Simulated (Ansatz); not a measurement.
MgO:
```cif
data_Mg4O4
_chemical_formula_sum 'O4 Mg4'
_space_group_name_H-M_alt 'Fm-3m'
_space_group_IT_number 225
_space_group_name_Hall '-F 4 2 3'
_cell_length_a 4.20422
_cell_length_b 4.20422
_cell_length_c 4.20422
_cell_angle_alpha 90.000
_cell_angle_beta 90.000
_cell_angle_gamma 90.000
loop_
_atom_site_label
_atom_site_type_symbol
_atom_site_symmetry_multiplicity
_atom_site_Wyckoff_symbol
_atom_site_fract_x
_atom_site_fract_y
_atom_site_fract_z
_atom_site_occupancy
O1 O 4 a 0.00000 0.00000 0.00000 1
Mg1 Mg 4 b 0.50000 0.50000 0.50000 1
```
(The calculation used a cell of 2 atoms; values per cell refer to that cell.)

Relaxed with r²SCAN. Independent-particle spectrum: no excitons, no local fields, no scissors shift; 0.1 eV broadening; ε₁ of the summed bands alone.

### Question
Tabulate the dielectric function from the program Ansatz at the r²SCAN level (PAW).

### Answer


```csv
E (eV),ε₁ xx,ε₂ xx
0.0,2.83,0.00
0.5,2.84,0.00
1.0,2.85,0.00
1.5,2.87,0.00
2.0,2.89,0.00
2.5,2.93,0.00
3.0,2.97,0.00
3.5,3.03,0.00
4.0,3.11,0.00
4.5,3.21,0.00
5.0,3.36,0.00
5.5,3.62,0.00
6.0,3.88,0.44
6.5,3.83,0.67
7.0,3.82,0.82
7.5,3.85,0.95
8.0,3.94,1.09
8.5,4.11,1.27
9.0,4.40,1.59
9.5,4.88,2.83
10.0,3.33,3.12
10.5,3.00,2.79
11.0,3.11,2.57
11.5,4.12,3.11
12.0,2.68,5.48
```

### Question
From ε at 7.6 eV (xx: 3.87 + 0.98i), find n, k, the normal reflectivity and the absorption coefficient.

### Answer
n = 1.98, k = 0.247, R = 11 %, α = 2kE/ħc = 190000 cm⁻¹.

With all bands, ε∞ without local fields is 2.96. DFPT, with local fields, gives 3.00.

Symmetry was held in the r²SCAN relaxation; phonons on a q-mesh show no instability.

Potentials: the later of the program's two PAW sets.
